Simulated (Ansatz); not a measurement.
Level of theory: DFT PBE, scalar-relativistic, plane waves, PAW (Ansatz). All cells share a 420 eV cutoff and Γ-centred k meshes spaced at most about 0.3 Å⁻¹ (about 0.25 or finer for metals, 2π included). Collinear spin in cells that started with moments and kept them past the coarse steps, no spin elsewhere.

Temperature and zero-point effects are left out. All come from trial cells, and lower structures may exist.

**Question.** These unrelaxed guesses for NbIn2S3 are each relaxed within their symmetry. Order them by the energy at which they end, lowest first.
A.

```xyz
6
Lattice="4.8158 0.0000 0.0000 -2.4079 4.1706 0.0000 0.0000 0.0000 7.6718" Properties=species:S:1:pos:R:3 pbc="T T T"
Nb    0.0000    0.0000    0.0000
In    0.0000    2.7804    1.9348
In    2.4079    1.3902    5.7371
S     0.0000    2.7804    4.9406
S     2.4079    1.3902    2.7312
S     0.0000    0.0000    3.8359
```

B.

```xyz
6
Lattice="6.0274 0.0000 0.0000 -3.0137 5.2199 0.0000 0.0000 0.0000 4.4517" Properties=species:S:1:pos:R:3 pbc="T T T"
Nb    0.0000    0.0000    0.8575
In    3.0137    1.7400    2.2087
In    0.0000    3.4799    2.2087
S    -1.5068    2.6099    4.4296
S     3.0137    0.0000    4.4296
S     1.5068    2.6099    4.4296
```

C.

```xyz
6
Lattice="3.7524 0.0000 0.0000 0.0000 3.7524 0.0000 0.0000 0.0000 8.4162" Properties=species:S:1:pos:R:3 pbc="T T T"
Nb    1.8762    1.8762    0.0000
In    1.8762    0.0000    6.1815
In    0.0000    1.8762    2.2347
S     1.8762    0.0000    3.2500
S     0.0000    1.8762    5.1662
S     0.0000    0.0000    0.0000
```

D.

```xyz
6
Lattice="3.8664 0.0000 0.0000 0.0000 3.8664 0.0000 0.0000 0.0000 8.2083" Properties=species:S:1:pos:R:3 pbc="T T T"
Nb    0.0000    0.0000    5.1314
In    1.9332    1.9332    5.9805
In    0.0000    0.0000    2.2182
S     1.9332    0.0000    8.1964
S     0.0000    1.9332    8.1964
S     1.9332    1.9332    3.1100
```

**Answer.** A (ends in P-3m1, 0 meV/atom), C (ends in P-4m2, 0.40 eV/atom), D (ends in P4mm, 0.57 eV/atom), B (ends in P6mm, 0.89 eV/atom).

Weakly bound directions are ill-defined at this level, which has no dispersion term (P-3m1, P-4m2), and this can change margins and order among such cells. In P-3m1, P-4m2, P4mm an odd number of electrons in the primitive cell allows no gap without spin; a larger cell or a magnetic state could open one. A magnetic state wasn't ruled out in cells without spin, among them P-3m1, P-4m2. The magnetic state reached may not be the lowest. Cells relaxed within their symmetry can be saddle points. Some candidate types were left out of the draw beforehand, so a known form may be missing.
